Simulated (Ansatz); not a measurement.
A relaxed structure of CoSn is spoiled in several ways and relaxed again each time (noise and exchanges are one random draw each; squeezed and stretched starts keep its symmetry, which their runs cannot lower; pressure is positive under compression). Method: r2SCAN (plane waves to 500 eV, PAW, scalar-relativistic; Ansatz, a quantum-chemistry and plane-wave program).

Space group P6/mmm (No. 191); a = b = 5.2416 Å, c = 4.1879 Å, α = β = 90.00°, γ = 120.00°

```
atom  site  symmetry       x       y       z
----  ----  --------  ------  ------  ------
Co      3f       mmm  0.0000  0.5000  0.0000
Sn      1a     6/mmm  0.0000  0.0000  0.0000
Sn      2d      -6m2  0.3333  0.6667  0.5000
```

```json
[
 {"change": "squeezed uniformly to 70 % of its volume", "first pressure (GPa)": "[?]", "largest first force (eV/Å)": "0.00", "released (eV/atom)": "[?]", "moves": "8", "outcome": "[?]", "final group": "[?]", "E − E(parent) (eV/atom)": "[?]"},
 {"change": "with one Co and one Sn atom exchanged in a cell of 6 atoms", "first pressure (GPa)": "14.7", "largest first force (eV/Å)": "4.46", "released (eV/atom)": "0.96", "moves": "12", "outcome": "returns to the parent", "final group": "P6/mmm", "E − E(parent) (eV/atom)": "0.00"},
 {"change": "deformed by the Cartesian strain tensor (xx, yy, zz, yz, xz, xy) = (-0.105, -0.033, 0.074, -0.022, -0.065, 0.082)", "first pressure (GPa)": "24.9", "largest first force (eV/Å)": "2.94", "released (eV/atom)": "0.50", "moves": "10", "outcome": "[?]", "final group": "[?]", "E − E(parent) (eV/atom)": "[?]"},
 {"change": "doubled along one cell vector, shaken by Gaussian noise of σ = 0.08 Å a coordinate", "first pressure (GPa)": "1.6", "largest first force (eV/Å)": "1.67", "released (eV/atom)": "0.05", "moves": "5", "outcome": "returns to the parent", "final group": "P6/mmm", "E − E(parent) (eV/atom)": "0.00"}
]
```

Problem. Fill in the missing entries.

Solution. 
- squeezed uniformly to 70 % of its volume, first pressure (GPa): 117.9
- squeezed uniformly to 70 % of its volume, released (eV/atom): 1.31
- squeezed uniformly to 70 % of its volume, outcome: returns to the parent
- squeezed uniformly to 70 % of its volume, final group: P6/mmm
- squeezed uniformly to 70 % of its volume, E − E(parent) (eV/atom): 0.00
- deformed by the Cartesian strain tensor (xx, yy, zz, yz, xz, xy) = (-0.105, -0.033, 0.074, -0.022, -0.065, 0.082), outcome: returns to the parent
- deformed by the Cartesian strain tensor (xx, yy, zz, yz, xz, xy) = (-0.105, -0.033, 0.074, -0.022, -0.065, 0.082), final group: P6/mmm
- deformed by the Cartesian strain tensor (xx, yy, zz, yz, xz, xy) = (-0.105, -0.033, 0.074, -0.022, -0.065, 0.082), E − E(parent) (eV/atom): 0.00

First-step values come from each run's starting, coarser k-mesh (8×8×9, 7×7×8, 8×8×7, 7×7×4). The runs use different k-meshes, so differences are rounded accordingly. No spin polarisation in the result. A magnetic state may lie lower.
